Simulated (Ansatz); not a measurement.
GeSe:
Space group Pnma (No. 62); a = 10.628 Å, b = 3.832 Å, c = 4.202 Å, α = β = γ = 90.00°

| atom | site | symmetry | x | y | z |
|---|---|---|---|---|---|
| Ge | 4c | .m. | 0.1194 | 0.2500 | 0.1056 |
| Se | 4c | .m. | 0.3563 | 0.2500 | 0.0080 |

Relaxed with LDA.

Task: Decompose the optical modes at the zone centre into irreducible representations, and say which are infrared and Raman allowed.

Result: Point group mmm: Γ_opt = 4Ag + 2Au + 2B1g + 3B1u + 4B2g + B2u + 2B3g + 3B3u. Infrared: B1u, B2u, B3u. Raman: Ag, B1g, B2g, B3g.

Task: Assign frequencies (DFPT, the program Ansatz at the LDA level (PAW); without the LO–TO term).

Result: B3g 34, Ag 41, Au 69, Ag 70, B1g 70, B2g 73, B3u 77, B1u 81, B2g 97, B2u 139, B3g 143, Au 158, B1g 164, B3u 164, B1u 173, Ag 176, B1u 179, Ag 184, B2g 190, B3u 192, B2g 214 cm⁻¹.

Subscripts of B labels follow the axes of the standard setting.

The LDA relaxation kept the symmetry of its start; of distortions, only those at the zone centre were tested. A crystal of weakly bound layers computed without a dispersion correction: the cell and the soft elastic constants depend strongly on that.

Potentials: the earlier of the program's two PAW sets.
